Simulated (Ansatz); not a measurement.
Here is the system:

MgCu2:
```cif
data_Cu4Mg2
_chemical_formula_sum 'Mg2 Cu4'
_space_group_name_H-M_alt 'P 1'
_space_group_IT_number 1
_cell_length_a 4.90420
_cell_length_b 4.90420
_cell_length_c 4.90420
_cell_angle_alpha 60.000
_cell_angle_beta 60.000
_cell_angle_gamma 60.000
loop_
_space_group_symop_operation_xyz
  'x, y, z'
loop_
_atom_site_label
_atom_site_type_symbol
_atom_site_fract_x
_atom_site_fract_y
_atom_site_fract_z
_atom_site_occupancy
Mg1 Mg 0.50000 0.50000 0.50000 1
Mg2 Mg 0.75000 0.75000 0.75000 1
Cu1 Cu 0.12500 0.62500 0.12500 1
Cu2 Cu 0.12500 0.12500 0.12500 1
Cu3 Cu 0.62500 0.12500 0.12500 1
Cu4 Cu 0.12500 0.12500 0.62500 1
```

This is the PBEsol-relaxed structure.

Task: All from PBEsol (plane waves, PAW; program Ansatz), unless another level is named. Predict the density of states at the Fermi level.

Result: 0.42 states/eV per atom (mean over ±0.08 eV).

Task: Give the formation energy from the elements (no fitted shifts).

Result: -0.13 eV/atom.

Space group Fd-3m (cubic Laves (MgCu2 type)). The workflow started from a Materials Project entry (that database holds measured and hypothetical structures alike); the Crystallography Open Database files this formula in space group No. 227, but the cells were not matched. Its standing as an ambient phase is unchecked. The cell was relaxed with PBEsol under the symmetry of its start; of distortions, only those at the zone centre were tested. No spin polarisation was allowed. The references are the lowest solids computed at this level, not always the standard phases.

Potentials: the later of the program's two PAW sets.
